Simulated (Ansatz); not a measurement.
Input for Ansatz (plane-wave DFT, PAW):

```yaml
crystal:
  lattice:
    - [-2.4609815677, 2.4609815677, 2.4816436401]
    - [2.4609815677, -2.4609815677, 2.4816436401]
    - [2.4609815677, 2.4609815677, -2.4816436401]
  atoms:
    - { symbol: Fe, position: [0.4999887558, 0.4999887558, 0.5], spin: 2.04 }
    - { symbol: Fe, position: [0.5000112442, 1.0000112442, 0.0], spin: 2.04 }
    - { symbol: Fe, position: [-1.12442e-05, -1.12442e-05, 0.5], spin: 2.04 }
    - { symbol: Fe, position: [1.0000112442, 0.5000112442, 0.0], spin: 2.04 }
    - { symbol: B, position: [0.0, 0.0, 0.0], spin: -0.12 }
    - { symbol: B, position: [0.5, 0.5, 0.0], spin: -0.12 }
basis:
  ecutwfc: 420
kpoints:
  mp_grid: { grid: [10, 10, 10] }
hamiltonian:
  xc: pbesol
scf:
  occupations: { method: gaussian, width: 0.1 }
output:
  forces: true
  stress: true
  eigenvalues: true
  populations: true
magnetization:
  spin_polarized: true
relax:
  adjacent_minimum: "off"
  f_tol: 0.01
  max_steps: 30
  cell: { stress_tol: 0.1, fix: [volume] }
```

Command:
```bash
ansatz run input.yaml --threads 1 --pin off --max-ram 2560MiB --backend cpu --events-out ev --progress --plain --runs-dir out
```

Theory: DFT PBEsol, scalar-relativistic, plane waves, PAW in Ansatz 0.2.0.

Part of what the program printed, abridged:

```
Warning: at least one further symmetry operation maps every atom of the structure, as the run holds it, onto an atom to within 3.18e-5 (fractional), and is not used: no operation is sought that the atoms, as the run holds them, miss by more than 2.00e-5, twice crystal.symmetry.tolerance (1.0e-5). ...
Pseudopotentials: kind: paw
Pseudopotential: Fe, paw, valence charge 16, recommended cutoff 420 eV (normal)
Pseudopotential: B, paw, valence charge 3, recommended cutoff 420 eV (normal)
Functional definition: PBEsol
Crystal: 6 atoms, lattice volume = 60.120 Å³
Basis set: ecut = 420 eV, 1173 PW (Γ), exchange–correlation on 60×60×60 points (8 copies of the dense FFT grid, shifted against one another)
Bands: 48, of which v1, the nominal top of the filled ones, is band 35 counted from 1 (34 counted from 0)
Symmetry: 16 space group operations
Space group: P-4m2 (ITA 115), of the structure as read, at distance tolerance 3.9e-5 Å
Magnetic group: BNS 115.283 (UNI 943), of the structure as read, at distance tolerance 3.9e-5 Å
k-points: 102 of 1000 (time reversal used)
Initial density: superposition of atomic densities (chi_scale 0.1, normalization cell)
Starting moments: Σ|m| = 8.4 μB on 6 of 6 sites
Initial wavefunctions: pseudopotential atomic-orbital guess
Functional: x = pbesol(κ = 0.804, μ = 0.12345679), c = pbesol(β = 0.046)
SCF iter   1: F=—  HF=-18089.441099 eV  |F-HF|=—  |Δ(HF+E_count)|=         —  Δρ=7.37e-2 (↑5.13e-2 ↓7.37e-2) dr2=6.01e0  dr2_m=4.49e-1  M=7.764 μB ∫|m|=8.133 μB  β_m=0.30  ethr=3.10e-3  ⟨swp⟩=5.6  Hψ=31621  notcnv=0  defer=129
Mixer restart at iter 1: flushing history
spin=Collinear: Kerker preconditioning applied to the charge; magnetization (m = ρ↑ − ρ↓) channel mixes plain (no charge-response kernel on spin).
SCF iter   2: F=—  HF=-18093.446405 eV  |F-HF|=—  |Δ(HF+E_count)|=    4.01e0  Δρ=4.14e-2 (↑2.00e-2 ↓4.14e-2) dr2=1.41e0  dr2_m=3.02e-1  M=7.839 μB ∫|m|=8.268 μB  β_m=0.42  ethr=3.10e-3  ⟨swp⟩=2.4  Hψ=15801  notcnv=0  defer=882
SCF iter   3: F=—  HF=-18098.906729 eV  |F-HF|=—  |Δ(HF+E_count)|=    5.46e0  Δρ=1.74e-2 (↑1.34e-2 ↓1.74e-2) dr2=4.24e-1  dr2_m=8.32e-2  M=7.857 μB ∫|m|=8.372 μB  β_m=0.63  ethr=2.02e-3  ⟨swp⟩=2.0  Hψ=11754  notcnv=0  defer=880
SCF iter   4: F=—  HF=-18100.440269 eV  |F-HF|=—  |Δ(HF+E_count)|=    1.53e0  Δρ=9.50e-3 (↑9.50e-3 ↓6.22e-3) dr2=1.80e-1  dr2_m=2.98e-3  M=7.850 μB ∫|m|=8.458 μB  β_m=0.82  ethr=6.06e-4  ⟨swp⟩=2.5  Hψ=16238  notcnv=0  defer=858
SCF iter   5: F=—  HF=-18100.419359 eV  |F-HF|=—  |Δ(HF+E_count)|=         —  Δρ=2.32e-3 (↑2.32e-3 ↓2.01e-3) dr2=6.50e-3  dr2_m=1.29e-4  M=7.831 μB ∫|m|=8.459 μB  β_m=0.82  ethr=2.58e-4  ⟨swp⟩=2.0  Hψ=14977  notcnv=0  defer=852
Mixer restart at iter 5: flushing history
SCF iter   6: F=—  HF=-18100.420201 eV  |F-HF|=—  |Δ(HF+E_count)|=   8.42e-4  Δρ=8.89e-4 (↑6.90e-4 ↓8.89e-4) dr2=1.59e-3  dr2_m=6.09e-5  M=7.840 μB ∫|m|=8.470 μB  β_m=0.91  ethr=9.28e-6  ⟨swp⟩=2.0  Hψ=14788  notcnv=0  defer=853
SCF iter   7: F=—  HF=-18100.420215 eV  |F-HF|=—  |Δ(HF+E_count)|=   1.36e-5  Δρ=1.17e-3 (↑1.17e-3 ↓6.60e-4) dr2=1.34e-3  dr2_m=4.33e-5  M=7.835 μB ∫|m|=8.465 μB  β_m=0.76  ethr=2.27e-6  ⟨swp⟩=2.2  Hψ=14330  notcnv=0  defer=851
SCF iter   8: F=—  HF=-18100.419791 eV  |F-HF|=—  |Δ(HF+E_count)|=   4.24e-4  Δρ=5.31e-4 (↑5.31e-4 ↓2.56e-4) dr2=2.18e-4  dr2_m=1.27e-5  M=7.842 μB ∫|m|=8.474 μB  β_m=0.88  ethr=1.92e-6  ⟨swp⟩=2.4  Hψ=16252  notcnv=0  defer=856
SCF iter   9: F=—  HF=-18100.419806 eV  |F-HF|=—  |Δ(HF+E_count)|=   1.53e-5  Δρ=1.96e-4 (↑1.96e-4 ↓1.25e-4) dr2=5.37e-5  dr2_m=9.79e-7  M=7.841 μB ∫|m|=8.472 μB  β_m=0.94  ethr=3.11e-7  ⟨swp⟩=2.0  Hψ=12062  notcnv=0  defer=851
SCF iter  10: F=—  HF=-18100.419794 eV  |F-HF|=—  |Δ(HF+E_count)|=   1.18e-5  Δρ=1.55e-5 (↑1.01e-5 ↓1.55e-5) dr2=2.98e-7  dr2_m=1.54e-8  M=7.840 μB ∫|m|=8.471 μB  β_m=0.97  ethr=7.66e-8  ⟨swp⟩=2.0  Hψ=12677  notcnv=0  defer=851
SCF iter  11: F=—  HF=-18100.419794 eV  |F-HF|=—  |Δ(HF+E_count)|=   5.46e-8  Δρ=6.84e-6 (↑6.84e-6 ↓4.14e-6) dr2=4.88e-8  dr2_m=2.19e-9  M=7.840 μB ∫|m|=8.470 μB  β_m=0.94  ethr=4.25e-10  ⟨swp⟩=2.0  Hψ=14114  notcnv=0  defer=851
SCF iter  12: F=-18100.419794 eV  HF=-18100.419794 eV  |F-HF|=3.81e-9  |Δ(HF+E_count)|=   2.52e-9  Δρ=1.91e-6 (↑1.84e-6 ↓1.91e-6) dr2=4.89e-9  dr2_m=1.15e-10  M=7.840 μB ∫|m|=8.470 μB  ethr=6.96e-11  ⟨swp⟩=8.0  Hψ=37943  notcnv=0
SCF 1 converged in 12 iterations: F = -18100.419794 eV  dr2 = 4.89e-9
relax step   1: F+E_penalty+E_count = -18100.41979419 eV  Δ(F+E_penalty+E_count) = +0.000e0 eV  max|allowed force component| = 1.197e-4 eV/Å  Δτ_max = 0.0000 Å  P = -6.277 GPa  Ω = 60.120 Å³  fix = [volume]  reactions: volume -6.277 GPa (12 SCF iters, dr2 threshold 1.00e-7 eV, accepted)
Initial density: handed on by an earlier stage of this run
Starting moments: Σ|m| = 8.4 μB on 6 of 6 sites; this step starts from the density that it was given
Initial wavefunctions: pseudopotential atomic-orbital guess (no wavefunctions were taken with the density)
SCF iter   1: F=—  HF=-18100.419803 eV  |F-HF|=—  |Δ(HF+E_count)|=         —  Δρ=1.23e-6 (↑1.23e-6 ↓1.05e-6) dr2=1.42e-9  dr2_m=1.03e-10  M=7.840 μB ∫|m|=8.470 μB  β_m=0.65  ethr=5.68e-8  ⟨swp⟩=4.0  Hψ=61289  notcnv=0
spin=Collinear: Kerker preconditioning applied to the charge; magnetization (m = ρ↑ − ρ↓) channel mixes plain (no charge-response kernel on spin).
SCF iter   2: F=—  HF=-18100.419794 eV  |F-HF|=—  |Δ(HF+E_count)|=   8.67e-6  Δρ=5.85e-7 (↑3.14e-7 ↓5.85e-7) dr2=2.29e-10  dr2_m=2.65e-11  M=7.840 μB ∫|m|=8.470 μB  β_m=0.59  ethr=2.03e-12  ⟨swp⟩=3.3  Hψ=23557  notcnv=0
SCF iter   3: F=-18100.419794 eV  HF=-18100.419794 eV  |F-HF|=1.82e-11  |Δ(HF+E_count)|=  6.91e-11  Δρ=2.41e-7 (↑1.49e-7 ↓2.41e-7) dr2=4.61e-11  dr2_m=4.80e-12  M=7.840 μB ∫|m|=8.470 μB  ethr=1.00e-12  ⟨swp⟩=3.1  Hψ=30595  notcnv=0
SCF 2 converged in 3 iterations: F = -18100.419794 eV  dr2 = 4.61e-11
SCF converged after 3 iterations
Magnetization: 7.8397 μB (38.9198 up, 31.0802 down)
Absolute magnetization: 8.4705 μB (∫|ρ↑−ρ↓|, with the PAW one-centre terms)
Spin contamination: 0.1152 ħ² per cell (⟨S²⟩ above its minimum at these occupations)
Per-site moments (μB) at R_I (Å): [(1.90986533, 0.88160383), (1.90986533, 0.88160383), (1.90986533, 0.88160383), (1.90986533, 0.88160383), (-0.11565937, 0.88160383), (-0.11565937, 0.88160383)]
Free energy (F): -18100.419794 eV
Harris-Foulkes:  -18100.419794 eV  (|F-HF|=1.82e-11)
Internal energy: -18100.395315 eV  (E = F + TS)
E sigma→0 (E₀):  -18100.407554 eV
Entropy (-TS):   -0.024480 eV (-4.080 meV/atom)
Fermi energy:    16.332057 eV
--- Per-component energies (eV) ---
  E_band       = -948.973327
  E_kinetic    = 1504.684919
  E_local      = -9408.876213  (includes V_loc(G=0)·N_el)
  E_nonlocal   = 898.102460
  E_hartree    = 3966.100557
  E_xc         = -534.043171
  E_vxc        = -684.102911  (∫ρ·V_xc dr)
  E_paw        = -5488.134674  (= ΣΔE_a)
  E_vpaw       = -1190.985787  (= ΣTr[D̂ρ^β])
  E_aug_tail   = 0.003451  (compensation charges beyond the density's cutoff)
  E_ewald      = -9038.978873
  E_core_change = 0.746229  (= ΣΔE_core)
  E_smearing   = -0.024480  (= −TS)
--- Forces (eV/Å), atoms counted from 1 ---
  atom   1  Fe     0.00000000     0.00000000     0.00011968
  atom   2  Fe     0.00000000     0.00000000    -0.00011968
  atom   3  Fe     0.00000000     0.00000000     0.00011968
  atom   4  Fe     0.00000000     0.00000000    -0.00011968
  atom   5  B      0.00000000     0.00000000     0.00000000
  atom   6  B      0.00000000     0.00000000     0.00000000
--- Stress (GPa, compression-positive) ---
       -6.316320       0.000000       0.000000
        0.000000      -6.316320       0.000000
        0.000000       0.000000      -6.196975
  P = ⅓ Tr σ = -6.2765 GPa (-62.765 kbar)
--- Band table (eV; the first three rows and the last of 204) ---
  k-point 0 ↑: bands = ["-71.6530", "-71.5868", "-71.5868", "-71.5834", "-37.9579", "-37.9410", "-37.9410", "-37.9327", "-37.9327", "-37.9108", "-37.7057", "-37.6715", "-37.6715", "-37.6546", "-37.6375", "-37.6114", "4.7182", "8.5398", "11.0488", "11.5183", "12.2705", "12.3468", "12.5324", "12.9311", "12.9311", "13.0766", "14.3210", "14.3712", "14.3712", "14.4829", "14.4829", "14.5800", "15.0136", "15.0136", "15.2345", "15.2345", "15.3340", "15.3340", "15.3845", "16.5291", "16.5291", "16.5609", "20.4185", "20.6386", "22.1022", "23.1022", "24.9200", "24.9200"]
  k-point 1 ↑: bands = ["-71.6513", "-71.5868", "-71.5868", "-71.5851", "-37.9498", "-37.9411", "-37.9410", "-37.9271", "-37.9265", "-37.9034", "-37.7044", "-37.6784", "-37.6778", "-37.6558", "-37.6451", "-37.6186", "4.8275", "8.5946", "11.0831", "11.5314", "11.9661", "12.2928", "12.3823", "12.9145", "12.9976", "13.2767", "13.8124", "14.3216", "14.3583", "14.3934", "14.4325", "14.6779", "14.7306", "14.8249", "15.2741", "15.3106", "15.4967", "15.5105", "15.6957", "16.3935", "16.5586", "16.7917", "20.3399", "20.7749", "22.2668", "23.2488", "25.0686", "25.2029"]
  k-point 2 ↑: bands = ["-71.6463", "-71.5900", "-71.5869", "-71.5869", "-37.9412", "-37.9411", "-37.9264", "-37.9107", "-37.9085", "-37.8818", "-37.7007", "-37.6982", "-37.6960", "-37.6672", "-37.6593", "-37.6395", "5.1431", "8.7518", "11.0687", "11.2445", "11.5671", "12.3587", "12.4715", "12.5371", "13.0451", "13.1925", "13.5700", "13.9367", "14.2344", "14.3015", "14.3220", "14.4482", "14.4578", "15.1300", "15.1352", "15.2430", "15.4451", "15.9385", "16.0335", "16.3091", "16.7197", "17.2848", "20.1823", "21.1920", "22.7005", "23.5130", "25.3520", "25.5460"]
  k-point 101 ↓: bands = ["-69.3495", "-69.3459", "-69.3459", "-69.2772", "-35.9400", "-35.7738", "-35.7663", "-35.7663", "-35.6945", "-35.5901", "-35.5771", "-35.4477", "-35.4477", "-35.3383", "-35.3383", "-35.2508", "8.2059", "9.0725", "10.3010", "10.3010", "10.3277", "12.0586", "12.0586", "14.0415", "14.2114", "14.2375", "14.2375", "14.8573", "14.9835", "16.2005", "16.2005", "16.4235", "16.4235", "16.7914", "17.5375", "17.8671", "18.1883", "18.3266", "18.3984", "19.3281", "19.4344", "19.4344", "23.6146", "24.1574", "24.1574", "25.1464", "25.1464", "25.3429"]
--- Relaxed structure (1 steps of the walk, 1 accepted, 1 SCFs on fresh bases) ---
  F+E_penalty+E_count = -18100.41979419 eV   max|allowed force component| = 1.197e-4 eV/Å   (the final SCF, on the basis selected at the relaxed cell)
  cell:  # Å, volume = 60.1196 Å³
    - [-2.4609815677, 2.4609815677, 2.4816436401]
    - [2.4609815677, -2.4609815677, 2.4816436401]
    - [2.4609815677, 2.4609815677, -2.4816436401]
  atoms:
    - { symbol: Fe, position: [0.4999887558, 0.4999887558, 0.5] }
    - { symbol: Fe, position: [0.50001124, 1.0000112442, 0.0] }
    - { symbol: Fe, position: [-1.12442000e-5, -1.12442000e-5, 0.5] }
    - { symbol: Fe, position: [1.0000112442, 0.50001124, 0.0] }
    - { symbol: B, position: [0.0, 0.0, 0.0] }
    - { symbol: B, position: [0.5, 0.5, 0.0] }
--- Löwdin populations: 6 sites ---
  site symbol q [e]    m [muB]
     0     Fe     15.4244     2.0489
     1     Fe     15.4244     2.0489
     2     Fe     15.4244     2.0489
     3     Fe     15.4244     2.0489
     4      B      3.8848    -0.1668
     5      B      3.8848    -0.1668
  spilling = 0.007610 (of n_electrons = 70.000000)
```

The relaxation met its thresholds.

Time: 120 s on 1 thread of Arm Neoverse V2 (shared host), peak memory 0.67 GiB.

Only parallel moments were tried here.